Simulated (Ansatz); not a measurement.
Starting cell, Sc (hcp, Mg type):

```yaml
crystal:
  lattice:
    - [3.27721, 0.00000, 0.00000]
    - [-1.63861, 2.83815, 0.00000]
    - [0.00000, 0.00000, 5.08550]
  atoms:
    - { symbol: Sc, position: [0.33333, 0.66667, 0.75000] }
    - { symbol: Sc, position: [0.66667, 0.33333, 0.25000] }
```

In each cell atom 1 (Sc, nearest neighbour Sc at 3.169 Å; its periodic images, 3.3 Å or more away, move with it) moves by s·(0.577, 0.577, 0.577) (along Cartesian [111]), the rest being held.

Calculation: PBEsol (plane waves to 420 eV, PAW, scalar-relativistic; Ansatz, a first-principles code). k mesh 13×13×8 (Γ-centred), Fermi-Dirac smearing 0.05 eV. E stands for the smeared free energy. With partly filled bands, energies and forces of such displacements shift with the k mesh and the smearing. Sc is run without spin polarisation. Sc was relaxed with its symmetry unable to fall. The PAW data are Ansatz's earlier set. ΔE is measured from the undisplaced structure. The last digit holds for this mesh only.

```json
[
 {"s (Å)": "-0.320", "ΔE (meV/cell)": "132.3"},
 {"s (Å)": "-0.256", "ΔE (meV/cell)": "84.5"},
 {"s (Å)": "-0.192", "ΔE (meV/cell)": "47.4"},
 {"s (Å)": "-0.128", "ΔE (meV/cell)": "21.0"},
 {"s (Å)": "-0.064", "ΔE (meV/cell)": "5.2"},
 {"s (Å)": "0.000", "ΔE (meV/cell)": "0.0"},
 {"s (Å)": "0.064", "ΔE (meV/cell)": "5.1"},
 {"s (Å)": "0.128", "ΔE (meV/cell)": "20.5"},
 {"s (Å)": "0.192", "ΔE (meV/cell)": "46.0"},
 {"s (Å)": "0.256", "ΔE (meV/cell)": "81.7"},
 {"s (Å)": "0.320", "ΔE (meV/cell)": "127.3"}
]
```

### Question
What force constant k = d²E/ds² at s = 0 does the table give?

### Answer
2.5 eV/Å². It is the second difference of the nearest points, corrected with the next pair.

### Question
With k = 2.53 eV/Å² from the forces, is the well harmonic out to s = 0.320 Å?

### Answer
½ks² = 129 meV/cell against the computed 127 meV/cell, so the well is close to harmonic there.

(A displaced cell: forces are minus the slopes of the energy, force constants its curvatures, and phonons follow from these.)
